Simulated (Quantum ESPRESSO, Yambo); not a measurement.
A free-standing SnS₂ monolayer (symmetry P-3m1, slab cell 15.9 Å high). The layer was cut from Materials Project entry mp-1170 and relaxed with PBE+D3(BJ) in a cell 15.9 Å high, with the Coulomb interaction truncated along z. Chain: norm-conserving PBE (stringent potentials; Quantum ESPRESSO, 102 Ry, without SOC); G0W0 in Yambo (6×6×1 Γ-centred k mesh, bands 5 to 125 and a 6 Ry block in the screening, 125 bands in G with the Bruneval-Gonze terminator, plasmon pole fitted at 27.2 eV, slab-truncated Coulomb interaction, stochastic integration of W near q = 0); BSE (18×18×1 mesh, 5 valence and 4 conduction bands, static screening with 52 bands and a 3 Ry block, scissor 1.56 eV, Tamm-Dancoff, stochastic integration of W near q = 0).

```
Item                                                                    Result
--------------------------------------------  --------------------------------
PBE gap (dense path)                                                   1.57 eV
PBE gap (0, 0.167) → M on the GW mesh                                  1.57 eV
PBE smallest direct gap on the GW mesh, at M                           1.83 eV
G0W0 direct gap at that point                                          3.39 eV
G0W0 correction to the gap (0, 0.167) → M                              1.52 eV
direct gap on the BSE mesh, with the scissor                           3.39 eV
first BSE state allowed for light along x                              2.79 eV
lowest BSE state                                                       2.45 eV
binding of the lowest exciton                                          0.95 eV
RPA in-plane polarisability along x           3.19 Å (24×24×1 mesh, PBE bands)
```

Rough cost of the Yambo steps against G0W0 for 8 states: BSE within a factor of two, one RPA spectrum about 1/4.

Convergence of the G0W0 settings was not tested. The BSE states are vertical excitations (zero momentum); the indirect quasiparticle gap, about 3.09 eV, is smaller than the direct one (3.39 eV on the GW mesh). Convergence of the RPA response with its 24×24×1 mesh was not tested. Convergence of the binding with the mesh was not shown.

Spin-orbit splittings are left out.
